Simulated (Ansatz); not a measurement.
# Structure relaxation, NiGe

The start is a generated trial cell of NiGe in the AFLOW prototype AB_tP4_131_c_e (B17, as in PtS). Cell shape, volume and atoms are optimised at zero target pressure with r2SCAN (plane waves to 500 eV, PAW, scalar-relativistic; Ansatz, a quantum-chemistry and plane-wave program). The first steps use a coarse 7×7×5 k-mesh.

Input geometry:
```
CELL_PARAMETERS angstrom
      3.53624     0.00000     0.00000
      0.00000     3.53624     0.00000
      0.00000     0.00000     4.40263
ATOMIC_POSITIONS crystal
  Ni 0.00000 0.50000 0.00000
  Ni 0.50000 0.00000 0.50000
  Ge 0.00000 0.00000 0.25000
  Ge 0.00000 0.00000 0.75000
```
Spin-polarised start, with parallel moments on Ni.

```json
{
  "outcome": "The space group stays P4₂/mmc (No. 131) (the run could not lower it), with 4 atoms in the primitive magnetic cell",
  "Shortest distances (start → end)": "The closest pairs of elements (up to four, under 3.6 Å), start → end: Ge–Ni 2.08 → 2.37 Å; Ge–Ge 2.20 → 2.72 Å; Ni–Ni 3.33 → 2.72 Å",
  "band_gap_at_the_end": "zero (metallic)",
  "moments_at_the_end": "net 0.20 μB/atom, ferromagnetic",
  "optimiser_moves": "29"
}
```

Final structure:

Space group P4₂/mmc (No. 131); a = 2.7198 Å, b = 2.7198 Å, c = 7.7409 Å, α = 90.00°, β = 90.00°, γ = 90.00°

```
atom  site  symmetry       x       y       z
----  ----  --------  ------  ------  ------
Ni      2c      mmm.  0.0000  0.5000  0.0000
Ge      2e      -4m2  0.0000  0.0000  0.2500
```

Final values are on a 17×17×6 k-mesh of the relaxed cell. Spin state reached: ferromagnetic (net 0.20 μB/atom), from parallel starting moments; other spin orders were not run from this start. r2SCAN tends to overstate moments in metals.

The run could not lose the symmetry of its start; a randomly shaken copy of 8 atoms returns to this structure.

All atoms sit on sites fixed by symmetry, so only the cell could relax.

The relaxed structure here is a generated cell of NiGe: the first start was made by placing the elements on the sites of a structure type, and the end was not matched to a known phase here, so it may be hypothetical.
